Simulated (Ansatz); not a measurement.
AgAu in space group R-3m (No. 166; Ag on 3a, Au on 3b) at seven volumes, plane-wave PAW LDA (Ansatz code), shape and atoms relaxed at each. One row is withheld.

| V (Å³/atom) | P (GPa) |
|---|---|
| 14.797 | 20.61 |
| 15.285 | 12.34 |
| 15.773 | 5.55 |
| 16.261 | 0.00 |
| 16.748 | ? |
| 17.236 | -8.21 |
| 17.724 | -11.19 |

Question: Fit the shown pressures and predict the withheld one.

Answer: Third-order Birch–Murnaghan: P = (3/2)B₀(x^(7/2) − x^(5/2))[1 + (3/4)(B′ − 4)(x − 1)] with x = (V₀/V)^(2/3). Least squares on the six rows gives V₀ = 16.262 Å³/atom, B₀ = 166.6 GPa, B′ = 5.75. At V = 16.748, x = 0.9806 and P = -4.51 GPa. The run itself gave -4.53 GPa.

The first step of the workflow began from a Materials Project structure, measured or hypothetical; the Crystallography Open Database copy checked does not list it. With Ag and Au taken as one species the cell has the higher symmetry Fm-3m, so it may be an ordered model of a mixed-site phase. Its standing as an ambient phase is unchecked. Symmetry was held in the LDA relaxation; whether a distortion lowers the energy is not shown. No spin polarisation was allowed. Spin–orbit coupling is left out wherever it is not named.

Potentials: the later of the program's two PAW sets.
